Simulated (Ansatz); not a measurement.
Q: Each is relaxed and computed with r²SCAN in the plane-wave PAW code Ansatz. Which is the only metal?
A) SiB12C2, R-3m (B on 18h, B on 18h, C on 6c, Si on 3b)
B) YSi, CsCl type
C) YSiNO2, P4/mmm (Y on 1b, Si on 1c, N on 1d, O on 2f)
D) SiBCN, R3m (B on 3a, N on 3a, Si on 3a, C on 3a)

A: B, YSi, CsCl type. YSi: metal; YSiNO2: gap 2.08 eV (indirect); SiBCN: gap 0.64 eV (indirect); SiB12C2: gap 1.87 eV (indirect). Constructed cells (a structure type filled with these elements, in neither database checked): YSi, CsCl type. Typed or built starts, not in the databases checked: YSiNO2, P4/mmm (Y on 1b, Si on 1c, N on 1d, O on 2f); SiBCN, R3m (B on 3a, N on 3a, Si on 3a, C on 3a); SiB12C2, R-3m (B on 18h, B on 18h, C on 6c, Si on 3b). Unstable at this level: YSi, CsCl type. All cells were relaxed under the symmetry of their starts (and spin orders); stability against distortions was not tested throughout. Named crystals with no word on spin ran without spin polarisation. Scalar-relativistic: spin–orbit coupling is off unless named, which matters more the heavier the elements.

Potentials: the earlier of the program's two PAW sets. The files were generated under PBE; for other functionals the program regenerates the frozen cores, and for LDA and PBEsol the local potential too.
